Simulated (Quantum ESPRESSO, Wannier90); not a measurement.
Wannierisation of YN (rock salt)

```
YN
1.0
    0.00000     2.44836     2.44836
    2.44836     0.00000     2.44836
    2.44836     2.44836     0.00000
Y N
1 1
Direct
  0.00000   0.00000   0.00000
  0.50000   0.50000   0.50000
```

Cell from Materials Project (mp-2114), symmetrised, no further relaxation. COD (Crystallography Open Database) has an entry of this formula and space group (matched by these alone). Method: PBEsol plane waves in Quantum ESPRESSO 7.5 (PseudoDojo norm-conserving files, 68 Ry, no spin polarisation, no spin-orbit coupling), Bloch states on a 12×12×12 mesh through Γ, Wannier90 4.0.1. Density: 12×12×12 mesh, cold smearing 0.01 Ry. The gap is small at this level and was sampled on the meshes and a path alone.

The plane-wave run has 22 bands and 16 electrons a cell. On the energy scale of pw.x, whose zero is arbitrary, the valence-band maximum lies at 11.97 eV.

Isolated groups of bands, relative to the valence-band maximum (bands from 9 on overlap up to the last one computed):

| bands | from (eV) | to (eV) | filling | weight on atomic waves |
|---|---|---|---|---|
| 1 | -40.70 | -40.54 | filled | Y 4s 94 % |
| 2–4 | -21.51 | -20.38 | filled | Y 4p 96 % |
| 5 | -12.82 | -11.06 | filled | N 2s 72 %, Y 4d 15 %, Y 5s 7 % |
| 6–8 | -4.11 | 0.00 | filled | N 2p 68 %, Y 4d 25 % |

Input w.win, without the blocks of cell, atoms and k-points (1728 lines):

```
num_bands = 22
num_wann = 8
num_iter = 800
conv_tol = 1.0e-6
conv_window = 4
dis_num_iter = 1000
dis_conv_tol = 1.0e-6
dis_froz_max = 13.59
write_hr = true
write_u_matrices = true
begin projections
Y: d
N: p
end projections
mp_grid = 12 12 12
```

Task: Check the input against the numbers above: what is wrong, and how is it mended?

Result: wannier90.x stops with:
```
dis_windows: More states in the frozen window than target WFs
```
At some k-point more bands lie below dis_froz_max than there are Wannier functions, and every frozen state has to fit into the subspace. Here the deep bands below band 6 or between the kept ones were not excluded and fill the window; only bands 6-22 belong to the model. Mended as below, all else unchanged, the run goes through (Ω_I = 10.5 Å²) and follows the plane-wave bands to 11 meV rms (states up to 1.1 eV relative to the valence-band maximum).
```
num_bands = 17
exclude_bands = 1-5
```
